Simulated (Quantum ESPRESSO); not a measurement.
## InWScTi3Hf2 (input and log of a self-consistent run)

A calculation, not a measurement. The program is pw.x of Quantum ESPRESSO 7.5 (plane-wave density functional theory). The cell is made up: eight metal atoms on a hexagonal close-packed lattice, with elements, volume, strain and displacements drawn at random and not relaxed, so it may be unstable or far from any real phase. PseudoDojo standard norm-conserving files set the functional (PBE unless stated); there is no spin polarisation or spin-orbit coupling, the Fermi-Dirac width of 0.25 eV means electrons at about 2900 K, and the masses in the input are unused placeholders. Heavy elements are run without spin-orbit coupling, which real alloys of them have. A spin test at this wide smearing found no moment, but such smearing suppresses magnetism that the real alloy may have.

Input:

```
&control calculation='scf', pseudo_dir='./dojo.nc.sr.pbe.v0_5.standard.upf', outdir='./o', disk_io='minimal', tprnfor=.true., tstress=.true. /
&system ibrav=0, nat=8, ntyp=5, nbnd=66, ecutwfc=84.00895049, nosym=.true., tot_charge=0,
 occupations='smearing', smearing='fd', degauss=0.0183746611
/
&electrons conv_thr=1.470e-08, electron_maxstep=70, mixing_beta=0.5 /
ATOMIC_SPECIES
Hf 1.0 Hf.upf
In 1.0 In.upf
Sc 1.0 Sc.upf
Ti 1.0 Ti.upf
W 1.0 W.upf
CELL_PARAMETERS angstrom
-2.9281 -0.0493 -0.0314
0.0335 5.1426 -4.786
-0.1374 -5.2447 -4.8928
ATOMIC_POSITIONS angstrom
In -0.1059 -0.0546 -0.0157
W -0.0195 1.7664 -2.233
Sc -0.0964 0.0063 -4.8525
Ti -0.0475 1.6215 -7.2923
Ti -1.6176 -0.8399 -2.3373
Hf -1.4956 -2.5939 -4.9444
Ti -1.4999 -1.0864 -7.2365
Hf -1.4793 2.5734 -4.7649
K_POINTS automatic
8 4 3 1 1 1
```

The log is shortened where brackets say so; the opening notice, blank lines, dates and the lines on written files are dropped, and the path of the files is cut. It prints rydbergs, bohrs and kilobars, and counts compression as positive stress. Its total energy is the free energy E - TS of the whole cell.

```
     Program PWSCF v.7.5
     Parallel version (MPI & OpenMP), running on       4 processor cores
     Number of MPI processes:                 4
     Threads/MPI process:                     1
     [start-up lines left out]
     bravais-lattice index     =            0
     lattice parameter (alat)  =       5.5344  a.u.
     unit-cell volume          =     992.7979 (a.u.)^3
     number of atoms/cell      =            8
     number of atomic types    =            5
     number of electrons       =        98.00
     number of Kohn-Sham states=           66
     kinetic-energy cutoff     =      84.0090  Ry
     charge density cutoff     =     336.0358  Ry
     scf convergence threshold =      1.5E-08
     mixing beta               =       0.5000
     number of iterations used =            8  plain     mixing
     Exchange-correlation= PBE
                           (   1   4   3   4   0   0   0)
     [axes and pseudopotential details left out]
   Cartesian axes
     site n.     atom                  positions (alat units)
         1        In     tau(   1) = (  -0.0361596  -0.0186432  -0.0053608  )
         2        W      tau(   2) = (  -0.0066583   0.6031379  -0.7624587  )
         3        Sc     tau(   3) = (  -0.0329158   0.0021511  -1.6568879  )
         4        Ti     tau(   4) = (  -0.0162189   0.5536618  -2.4899585  )
         5        Ti     tau(   5) = (  -0.5523301  -0.2867842  -0.7980719  )
         6        Hf     tau(   6) = (  -0.5106732  -0.8856881  -1.6882672  )
         7        Ti     tau(   7) = (  -0.5121414  -0.3709517  -2.4709056  )
         8        Hf     tau(   8) = (  -0.5051075   0.8786884  -1.6269769  )
     number of k points=    48  Fermi-Dirac smearing, width (Ry)=  0.0184
                       cart. coord. in units 2pi/alat
        k(    1) = (  -0.0614086  -0.0098379  -0.0874917), wk =   0.0416667
        k(    2) = (  -0.0666830   0.1761600   0.1123278), wk =   0.0416667
     [further k points left out]
     Dense  grid:   103239 G-vectors     FFT dimensions: (  36,  80,  80)
     Estimated max dynamical RAM per process >     347.64 MB
     Estimated total dynamical RAM >       1.28 GB
     Initial potential from superposition of free atoms
     starting charge      97.9845, renormalised to      98.0000
     Starting wfcs are   79 randomized atomic wfcs
     total cpu time spent up to now is        7.0 secs
     per-process dynamical memory:   268.2 Mb
     Self-consistent Calculation
     iteration #  1     ecut=    84.01 Ry     beta= 0.50
     Davidson diagonalization with overlap
     ethr =  1.00E-02,  avg # of iterations =  2.4
     Threshold (ethr) on eigenvalues was too large:
     Diagonalizing with lowered threshold
     Davidson diagonalization with overlap
     ethr =  4.74E-04,  avg # of iterations =  4.8
     total cpu time spent up to now is       32.2 secs
     total energy              =    -962.88880343 Ry
     estimated scf accuracy    <       0.52093745 Ry
     iteration #  2     ecut=    84.01 Ry     beta= 0.50
     Davidson diagonalization with overlap
     ethr =  5.32E-04,  avg # of iterations =  9.3
     total cpu time spent up to now is       50.1 secs
     total energy              =    -962.28630289 Ry
     estimated scf accuracy    <      12.47379423 Ry
     iteration #  3     ecut=    84.01 Ry     beta= 0.50
     Davidson diagonalization with overlap
     ethr =  5.32E-04,  avg # of iterations =  6.5
     total cpu time spent up to now is       65.4 secs
     total energy              =    -962.96003538 Ry
     estimated scf accuracy    <       2.13853774 Ry
     iteration #  4     ecut=    84.01 Ry     beta= 0.50
     Davidson diagonalization with overlap
     ethr =  5.32E-04,  avg # of iterations =  3.9
     total cpu time spent up to now is       77.6 secs
     total energy              =    -963.09073368 Ry
     estimated scf accuracy    <       0.26330083 Ry
     iteration #  5     ecut=    84.01 Ry     beta= 0.50
     Davidson diagonalization with overlap
     ethr =  2.69E-04,  avg # of iterations =  2.0
     total cpu time spent up to now is       88.3 secs
     total energy              =    -963.10850312 Ry
     estimated scf accuracy    <       0.12926234 Ry
     [iterations 6 to 15 left out]
     iteration # 16     ecut=    84.01 Ry     beta= 0.50
     Davidson diagonalization with overlap
     ethr =  7.96E-09,  avg # of iterations =  2.0
     total cpu time spent up to now is      228.1 secs
     total energy              =    -963.12808486 Ry
     estimated scf accuracy    <       0.00000725 Ry
     iteration # 17     ecut=    84.01 Ry     beta= 0.50
     Davidson diagonalization with overlap
     ethr =  7.40E-09,  avg # of iterations =  1.0
     total cpu time spent up to now is      237.9 secs
     total energy              =    -963.12808537 Ry
     estimated scf accuracy    <       0.00000031 Ry
     iteration # 18     ecut=    84.01 Ry     beta= 0.50
     Davidson diagonalization with overlap
     ethr =  3.19E-10,  avg # of iterations =  6.6
     total cpu time spent up to now is      253.5 secs
     total energy              =    -963.12808543 Ry
     estimated scf accuracy    <       0.00000065 Ry
     iteration # 19     ecut=    84.01 Ry     beta= 0.50
     Davidson diagonalization with overlap
     ethr =  3.19E-10,  avg # of iterations =  2.0
     total cpu time spent up to now is      264.4 secs
     total energy              =    -963.12808546 Ry
     estimated scf accuracy    <       0.00000017 Ry
     iteration # 20     ecut=    84.01 Ry     beta= 0.50
     Davidson diagonalization with overlap
     ethr =  1.72E-10,  avg # of iterations =  1.3
     total cpu time spent up to now is      274.8 secs
     End of self-consistent calculation
     [lines on levels left out]
!    total energy              =    -963.12808547 Ry
     estimated scf accuracy    <          3.7E-09 Ry
     smearing contrib. (-TS)   =      -0.14881464 Ry
     internal energy E=F+TS    =    -962.97927084 Ry
     The total energy is F=E-TS. E is the sum of the following terms:
     one-electron contribution =    -236.82646056 Ry
     hartree contribution      =     164.20813634 Ry
     xc contribution           =    -199.33649664 Ry
     ewald contribution        =    -691.02444998 Ry
     convergence has been achieved in  20 iterations
     Forces acting on atoms (cartesian axes, Ry/au):
     atom    1 type  2   force =     0.00705121    0.04256878    0.03662011
     atom    2 type  5   force =     0.00580400   -0.02048567   -0.07159048
     atom    3 type  3   force =     0.00520483    0.01310950    0.01116335
     atom    4 type  4   force =     0.00619229    0.01321920    0.02213776
     atom    5 type  4   force =     0.00555334   -0.00006465   -0.03324631
     atom    6 type  1   force =    -0.01895813   -0.02978127    0.05826513
     atom    7 type  4   force =    -0.00093996    0.01605819   -0.02157051
     atom    8 type  1   force =    -0.00990757   -0.03462410   -0.00177904
     Total force =     0.132701     Total SCF correction =     0.000230
     Computing stress (Cartesian axis) and pressure
          total   stress  (Ry/bohr**3)                   (kbar)     P=      110.93
   0.00076085  -0.00007588  -0.00002956          111.92      -11.16       -4.35
  -0.00007588   0.00080746  -0.00007210          -11.16      118.78      -10.61
  -0.00002956  -0.00007210   0.00069390           -4.35      -10.61      102.08
     init_run     :      6.49s CPU      6.86s WALL (       1 calls)
     electrons    :    265.99s CPU    267.79s WALL (       1 calls)
     forces       :      2.31s CPU      2.33s WALL (       1 calls)
     stress       :      7.86s CPU      8.14s WALL (       1 calls)
     [timing details left out]
     PWSCF        :   4m42.88s CPU   4m45.39s WALL
     JOB DONE.
```

In other units: free energy -13104.025 eV for the cell, pressure 11.09 GPa, largest force component 1.841 eV/Å in size. The run took 287 s of wall time with four MPI processes on a shared machine (AMD EPYC, older, virtual cores), so the time is rough. A rerun of this cell at a higher cutoff and on a denser mesh moved values by no more than 0.002 eV in energy, 0.02 GPa in stress and 0.007 eV/Å in force, and a second program with other atomic files agreed on that cell to 2 % rms in force and 0.5 GPa in pressure.